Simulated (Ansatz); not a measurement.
A distorted cell of BAs (zinc blende):

```yaml
crystal:
  lattice:
    - [0.00000, 2.40467, 2.40467]
    - [2.40467, 0.00000, 2.40467]
    - [2.40467, 2.40467, 0.00000]
  atoms:
    - { symbol: As, position: [0.75000, 0.75000, 0.70060] }
    - { symbol: B, position: [0.00000, 0.00000, 0.00000] }
```

These are PBE (plane waves to 420 eV, PAW, scalar-relativistic; Ansatz, a first-principles code) values and carry that method's errors. k mesh 10×10×10 (Γ-centred), Fermi-Dirac smearing 0.05 eV. Energies are smeared free energies. Stress and pressure are positive under compression. As the smearing reaches across the gap at some points, energies and forces of such displacements shift with the k mesh and the smearing. BAs was relaxed with its symmetry unable to fall.

### Question
What forces act on the atoms (eV/Å, Cartesian)?

### Answer
```
atom      Fx      Fy      Fz
----  ------  ------  ------
As1    1.880   1.880  -0.631
B2    -1.880  -1.880   0.631
```

### Question
What is the stress tensor (GPa)?

### Answer
```
    1.3      2.0     -4.7
    2.0      1.3     -4.7
   -4.7     -4.7      2.5
```
The pressure, a third of the trace, is 1.7 GPa.

### Question
In it atom 1 sits (-0.119, -0.119, 0.000) Å away from its relaxed site. What is its energy relative to the relaxed cell?

### Answer
224 meV/cell.

(A displaced cell: forces are minus the slopes of the energy, force constants its curvatures, and phonons follow from these.)
